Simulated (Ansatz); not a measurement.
# Varying the input for Be3Si

All trials start from this Ansatz input:

```yaml
crystal:
  lattice:
    - [-1.705566, 1.705566, 3.423133]
    - [1.705566, -1.705566, 3.423133]
    - [1.705566, 1.705566, -3.423133]
  atoms:
    - { symbol: Be, position: [0.75, 0.25, 0.5] }
    - { symbol: Be, position: [0.25, 0.75, 0.5] }
    - { symbol: Be, position: [0.5, 0.5, 0.0] }
    - { symbol: Si, position: [0.0, 0.0, 0.0] }
basis:
  ecutwfc: 420
kpoints:
  mp_grid: { grid: [6, 6, 6] }
hamiltonian:
  xc: pbe
scf:
  occupations: { method: gaussian, width: 0.1 }
output:
  forces: true
  stress: true
  eigenvalues: true
```

Command:

```bash
ansatz run input.yaml --threads 1 --pin off --max-ram 1331MiB --backend cpu --events-out ev --progress --plain --runs-dir out
```

The run converges in 6 SCF iterations on 30 irreducible k-points: pressure -1.04 GPa, no gap.

The inputs are trials, many of them unsound on purpose. Their numbers show the effect of the settings and aren't properties of the material. Each trial's input is given as a difference from the reference's; energies are extrapolated to zero smearing where there is one, and pressure is positive in compression.

Trial 1:

```diff
 kpoints:
-  mp_grid: { grid: [6, 6, 6] }
+  mp_grid: { grid: [7, 7, 7] }
+  band_path: { path: [[0, 0, 0], [0.5, 0, 0], [0.5, 0.5, 0.5]], npoints: 8 }
 hamiltonian:
-  xc: pbe
+  xc: lda
```

The run converges in 6 SCF iterations on 40 irreducible k-points: pressure -5.80 GPa, no gap.

Trial 2:

```diff
 kpoints:
-  mp_grid: { grid: [6, 6, 6] }
+  mp_grid: { kspacing: 0.83 }
 scf:
+  max_iter: 20
```

The run converges in 6 SCF iterations on 13 irreducible k-points: energy 39.6 meV per atom above the reference, pressure -1.86 GPa, no gap.

Trial 3:

```diff
 basis:
-  ecutwfc: 420
+  ecutwfc: "13 Ha"
 hamiltonian:
-  xc: pbe
+  xc: lda
```

The run converges in 6 SCF iterations on 30 irreducible k-points: pressure -5.62 GPa, no gap. It warns that the cutoff lies under the recommended one, 420 eV for these potentials.

Trial 4:

```diff
 basis:
-  ecutwfc: 420
+  ecutrho_ratio: 5
 kpoints:
-  mp_grid: { grid: [6, 6, 6] }
+  mp_grid: { grid: [4, 1, 1], shift: [0.25, 0.25, 0.25] }
 hamiltonian:
-  xc: pbe
+  xc: rpbe
 scf:
-  occupations: { method: gaussian, width: 0.1 }
+  occupations: { method: cold, width: 0.36 }
+  max_iter: 30
+  convergence: { dr2_threshold: "1e-5 eV" }
 output:
+  populations: true
```

The run converges in 5 SCF iterations on 4 irreducible k-points: pressure 0.37 GPa, largest force 0.931 eV/Å, no gap. It warns that the SCF threshold is loose for the forces; that the SCF threshold is loose for the stress; that the mesh lowers the symmetry. Forces of RPBE on these PAW sets can be off by 10 %.

Trial 5:

```diff
-basis:
-  ecutwfc: 420
+basis: {}
 hamiltonian:
+  pseudopotentials: { kind: nc }
```

The run converges in 7 SCF iterations on 30 irreducible k-points: at 1800 eV, the cutoff that these potentials take when none is typed, pressure -0.96 GPa, no gap, on another set of potentials (valence electrons Be 4, Si 4; in the reference Be 2, Si 4).

Trial 6:

```diff
 scf:
-  occupations: { method: gaussian, width: 0.1 }
+  occupations: { method: fermi_dirac, width: "0.01 Ry" }
```

The run converges in 6 SCF iterations on 30 irreducible k-points: energy 1.21 meV per atom below the reference, pressure -1.18 GPa, no gap.

Trial 7:

```diff
 basis:
-  ecutwfc: 420
+  ecutwfc: 370
```

The run converges in 6 SCF iterations on 30 irreducible k-points: energy 0.95 meV per atom above the reference, pressure -1.04 GPa, no gap. It warns that the cutoff lies under the recommended one, 420 eV for these potentials.